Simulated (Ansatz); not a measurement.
## Fields on a plane of CsBr (CsCl type)

```
CELL_PARAMETERS angstrom
      4.32348     0.00000     0.00000
      0.00000     4.32348     0.00000
      0.00000     0.00000     4.32348
ATOMIC_POSITIONS crystal
  Cs 0.00000 0.00000 0.00000
  Br 0.50000 0.50000 0.50000
```

The slice is a {100} plane (indices of the conventional cell) through the point (0.500, 0.500, 0.500) (fractional), spanned by u = [100] and v = [010] in vectors of this cell: u (4.32 Å) and v (4.32 Å, at 90° to u). It covers one period; positions are fractions (u, v).

Atoms on it: Br at (0.00, 0.00).

The numbers are results of r2SCAN (plane waves to 500 eV, PAW, scalar-relativistic; Ansatz, a first-principles code), not measurements. k mesh 8×8×8. Inside the PAW spheres the values are not all-electron values, and peaks at nuclei hang on which shells count as valence. CsBr was relaxed with its symmetry unable to fall.

```
v \ u  0.00  0.08  0.17  0.25  0.33  0.42  0.50  0.58  0.67  0.75  0.83  0.92
-----  ----  ----  ----  ----  ----  ----  ----  ----  ----  ----  ----  ----
0.92      x     x     x   1.5   5.5   6.1   6.1   6.1   5.5   1.5     x     x
0.83      x     x  -1.8   3.9   5.6   5.7   5.7   5.7   5.6   3.9  -1.8     x
0.75    0.3   1.5   3.9   5.3   5.4   5.2   5.0   5.2   5.4   5.3   3.9   1.5
0.67    5.3   5.5   5.6   5.4   5.0   4.5   4.3   4.5   5.0   5.4   5.6   5.5
0.58    6.2   6.1   5.7   5.2   4.5   4.0   3.8   4.0   4.5   5.2   5.7   6.1
0.50    6.3   6.1   5.7   5.0   4.3   3.8   3.6   3.8   4.3   5.0   5.7   6.1
0.42    6.2   6.1   5.7   5.2   4.5   4.0   3.8   4.0   4.5   5.2   5.7   6.1
0.33    5.3   5.5   5.6   5.4   5.0   4.5   4.3   4.5   5.0   5.4   5.6   5.5
0.25    0.3   1.5   3.9   5.3   5.4   5.2   5.0   5.2   5.4   5.3   3.9   1.5
0.17      x     x  -1.8   3.9   5.6   5.7   5.7   5.7   5.6   3.9  -1.8     x
0.08      x     x     x   1.5   5.5   6.1   6.1   6.1   5.5   1.5     x     x
0.00      x     x     x   0.3   5.3   6.2   6.3   6.2   5.3   0.3     x     x
```

Values: electrostatic potential energy of an electron, from the cell's mean, in eV. Points within 1 Å of a nucleus are blanked (x), as the pseudised field means little there. The zero, the cell's mean, hangs on the PAW cores.

```
|**##@@@@@@@@##**++--::......::--++**##@@@@@@@@##|
|%%@@@@@@@@%%##**==--::......::--==**##%%@@@@@@@@|
|@@@@@@@@@@%%**++==--::..  ..::--==++**%%@@@@@@@@|
|@@@@@@@@%%##**++--::..      ..::--++**##%%@@@@@@|
|@@@@%%%%##**++==--::..      ..::--==++**##%%%%@@|
|######****++==--::..          ..::--==++****####|
|******++++==--::....          ....::--==++++****|
|++++====----::....              ....::----====++|
|--------::::....                  ....::::------|
|::::::::....                          ....::::::|
|........                                  ......|
|......                                      ....|
|........                                  ......|
|::::::::....                          ....::::::|
|--------::::....                  ....::::------|
|++++====----::....              ....::----====++|
|******++++==--::....          ....::--==++++****|
|######****++==--::..          ..::--==++****####|
|@@@@%%%%##**++==--::..      ..::--==++**##%%%%@@|
|@@@@@@@@%%##**++--::..      ..::--++**##%%@@@@@@|
|@@@@@@@@@@%%**++==--::..  ..::--==++**%%@@@@@@@@|
|%%@@@@@@@@%%##**==--::......::--==**##%%@@@@@@@@|
|**##@@@@@@@@##**++--::......::--++**##@@@@@@@@##|
|--**%%@@@@@@##**++--::......::--++**##@@@@@@%%**|
```
Scale: ten equal steps from -1.83 (start of ' ') to 0.07 (end of '@'), in the order ' .:-=+*#%@'. Values: log₁₀ of the valence density in e/Å³. The map has 24 points along u (two characters each, u = 0 at the left) and 24 along v (v = 0 in the bottom row). The scale is logarithmic, as a density can span decades between atoms and voids.
